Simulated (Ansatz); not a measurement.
Ge:
```
Ge
1.0
    3.99575     0.00000     0.00000
   -1.99788     3.46042     0.00000
    0.00000     0.00000     6.59877
Ge
4
Cartesian
  1.99788   1.15347   0.41540
  0.00000   2.30695   6.18337
  0.00000   2.30695   3.71479
  1.99788   1.15347   2.88398
```

Relaxed with r²SCAN. Special points in fractions of this cell's reciprocal vectors: Γ (0.000, 0.000, 0.000); M (0.500, 0.000, 0.000); K (0.333, 0.333, 0.000); A (0.000, 0.000, 0.500); L (0.500, 0.000, 0.500); H (0.333, 0.333, 0.500).

Problem. List the band energies nearest the valence-band maximum at these points for DFT-r²SCAN in the program Ansatz with PAW potentials.

Solution. In eV from the valence-band maximum; about four levels below and three above (degenerate sets whole), none deeper than 8.9 eV; points with the same levels are listed once.

| k | below | above |
|---|---|---|
| Γ | -1.68 -1.68 -0.30 0.00 0.00 | 0.09 0.29 2.31 2.31 |
| M | -4.87 -3.34 -3.02 -1.65 | 0.64 1.84 3.72 |
| K | -5.29 -3.72 -3.72 -3.45 | 1.56 4.84 4.84 |
| A | -1.02 -1.02 -1.02 -1.02 | 0.87 0.87 3.47 3.47 3.47 3.47 |
| L | -2.78 -2.78 -2.65 -2.65 | 0.64 0.64 2.27 2.27 |
| H | -4.56 -4.56 -2.26 -2.26 | 1.41 1.41 4.31 4.31 |

Space group P6_3/mmc. The workflow started from a Materials Project entry (that database holds measured and hypothetical structures alike); the Crystallography Open Database copy checked does not list it. It is not the phase usual at ambient conditions (space group No. 227). The cell was relaxed with r²SCAN under the symmetry of its start; of distortions, only those at the zone centre were tested. Spin–orbit coupling is left out wherever it is not named.

Potentials: the later of the program's two PAW sets.
